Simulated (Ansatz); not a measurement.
## Structures of Mo2C3: which is lowest?

Plane-wave DFT in Ansatz with scalar-relativistic PAW potentials, cutoff 420 eV, Γ-centred meshes chosen by cell and gap, Gaussian smearing with energies taken to zero width. Every cell was relaxed (cell and atoms) in a run of its own, within the symmetry of its start. Functional: PBE.

Relaxed structures (starts from databases or built by putting these elements on another compound's sites):
A. R-3m, 5 atoms in the computed cell, a = 3.065 Å, c = 25.109 Å; sites (symmetry × multiplicity) Mo 3m × 6, C -3m × 3 + 3m × 6; start: built
B. P-3m1, 5 atoms in the computed cell, a = 2.782 Å, c = 7.003 Å; sites (symmetry × multiplicity) Mo 3m. × 2, C -3m. × 1 + 3m. × 2; start: built
C. R-3c, 10 atoms in the computed cell, a = 5.156 Å, c = 15.259 Å; sites (symmetry × multiplicity) Mo 3. × 12, C .2 × 18; start: built

Q: Rank them by energy. Could pressure change the order?

A:
| structure | group | E − E(lowest) (meV/atom) | V (Å³/atom) | gap on mesh (eV) |
| --- | --- | --- | --- | --- |
| B | P-3m1 | 0.0 | 9.39 | 0.00 |
| A | R-3m | 403 | 13.62 | 0.20 |
| C | R-3c | 466 | 11.71 | 0.00 |

B is lowest, 403 meV/atom under A. The lowest is also the densest of these, so pressure wouldn't bring one of the others in at first order. Other structures may lie lower than all of these, and vibrations aren't counted.